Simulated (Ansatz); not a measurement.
Relaxed PtS$_{2}$ (CdI2 type):

```
CELL_PARAMETERS angstrom
      3.55249     0.00000     0.00000
     -1.77625     3.07655     0.00000
      0.00000     0.00000     5.12751
ATOMIC_POSITIONS crystal
  Pt 0.00000 0.00000 0.00000
  S  0.33333 0.66667 0.23909
  S  0.66667 0.33333 0.76091
```

In this cell atom 2 (S, nearest neighbour Pt at 2.389 Å; its periodic images, 3.6 Å or more away, move with it) is moved by u·(1.000, 0.000, 0.000) + v·(0.000, 1.000, 0.000); the rest is frozen.

Calculation: r2SCAN+rVV10 (plane waves to 500 eV, PAW, scalar-relativistic; Ansatz, a quantum-chemistry and plane-wave program). k mesh 9×9×5 (Γ-centred), Fermi-Dirac smearing 0.05 eV. Energies are smeared free energies. Points where atoms come too close for the PAW data are left out (x in tables, blank in figures). As the smearing reaches across the gap at some points, energies and forces of such displacements shift with the k mesh and the smearing. PtS2 is run without spin polarisation. PtS2 was relaxed with its symmetry unable to fall. Spin-orbit coupling is left out, though Pt is heavy. The PAW data are Ansatz's earlier set. ΔE is measured from the undisplaced structure. Axes are in Å.

Q: Give the computed ΔE (meV/cell) at all points of the grid u = -0.790, -0.527, -0.263, 0.000, 0.263, 0.527, 0.790 by v = -0.790, -0.527, -0.263, 0.000, 0.263, 0.527, 0.790.

A: ΔE (meV/cell), with u across and v down:

```tsv
v \ u	-0.790	-0.527	-0.263	0.000	0.263	0.527	0.790
-0.790	3085	3942	x	x	x	3942	3085
-0.527	2044	1922	1878	1874	1878	1922	2044
-0.263	2062	1157	583	394	583	1157	2062
0.000	3179	1401	342	0	342	1401	3179
0.263	x	2436	799	290	799	2436	x
0.527	x	3896	1646	965	1646	3896	x
0.790	x	x	2471	1696	2471	x	x
```

(A displaced cell: forces are minus the slopes of the energy, force constants its curvatures, and phonons follow from these.)
